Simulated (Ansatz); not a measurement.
BeAlNO:
```xyz
4
Lattice="2.9798 0.0000 0.0000 -1.4899 2.5806 0.0000 0.0000 0.0000 4.6503" Properties=species:S:1:pos:R:3 pbc="T T T"
Al     0.0000     1.7204     2.3778
Be     1.4899     0.8602     4.6066
O      0.0000     1.7204     0.5334
N      1.4899     0.8602     2.9454
```

x, y and z are the axes in which the lattice vectors are written.

**Question.** Give the proper piezoelectric stress tensor with relaxed ions from r²SCAN in the plane-wave PAW code Ansatz.

**Answer.** In C/m², rows x, y, z, Voigt columns; mesh uncertainty up to 0.00.
```
 0.00   0.00   0.00   0.00  -0.69  -1.54
-1.54   1.54   0.00  -0.69   0.00   0.00
 0.29   0.29  -1.33   0.00   0.00   0.00
```

The elastic tensor of the same run (GPa):

```json
[
 {"": "1", "1": "364", "2": "145", "3": "101", "4": "-26.1", "5": "0.0", "6": "0.0"},
 {"": "2", "1": "145", "2": "364", "3": "101", "4": "26.1", "5": "0.0", "6": "0.0"},
 {"": "3", "1": "101", "2": "101", "3": "388", "4": "0.0", "5": "0.0", "6": "0.0"},
 {"": "4", "1": "-26.1", "2": "26.1", "3": "0.0", "4": "109", "5": "0.0", "6": "0.0"},
 {"": "5", "1": "0.0", "2": "0.0", "3": "0.0", "4": "0.0", "5": "109", "6": "-26.1"},
 {"": "6", "1": "0.0", "2": "0.0", "3": "0.0", "4": "0.0", "5": "-26.1", "6": "109"}
]
```

**Question.** Convert to strain constants d = e·S.

**Answer.** In pC/N:
```
  0.0    0.0    0.0    0.0  -10.3  -16.5
 -8.2    8.2    0.0  -10.3    0.0    0.0
  1.4    1.4   -4.2    0.0    0.0    0.0
```

Space group P3m1. The start of the workflow was typed in or built on a structure type; neither database checked (COD, Materials Project) lists it. Its standing as an ambient phase is unchecked. The r²SCAN relaxation kept the symmetry of its start; whether a distortion lowers the energy is not shown. Signs of piezoelectric constants follow the polarity of the cell as given.

Potentials: the earlier of the program's two PAW sets. The files were generated under PBE; for other functionals the program regenerates the frozen cores, and for LDA and PBEsol the local potential too.
